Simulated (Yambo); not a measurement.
G0W0@PBE for BeTe (zinc blende, space group F-43m, No. 216) in Yambo. Reference settings: 4×4×4 Γ-centred k mesh, bands 2 to 104 and a 10 Ry block in the screening, 104 bands in G with the Bruneval-Gonze terminator, plasmon pole fitted at 27.2 eV. The PBE gap Γ → X on this mesh is 2.03 eV; G0W0 gaps are taken between the same points.

The settings were changed. The gap went from 3.40 eV to 3.33 eV, and the shift of the valence edge from -1.30 eV to -1.10 eV.

### Question
Name the change that produced these shifts.
A) 66 bands in G, no terminator
B) pole fitted at 15 eV
C) 8 Ry block
D) 66 bands in G

### Answer
A, 66 bands in G, no terminator. The others gave (gap, valence shift): 8 Ry block: 3.38, -1.27 eV; 66 bands in G: 3.40, -1.30 eV; pole fitted at 15 eV: 3.36, -1.18 eV.

The standard potential for Te keeps a d shell in the valence without the s and p states of that shell. In tests on such compounds this moved G0W0 gaps by up to about 0.9 eV, so absolute quasiparticle energies here are unreliable; differences between settings are what counts.

Spin-orbit coupling is not included.

Geometry of the Materials Project entry, not relaxed at this level; primitive cell a = b = c = 4.004 Å, α = β = γ = 60.00°.

A shift is the quasiparticle energy of the state minus its PBE energy.
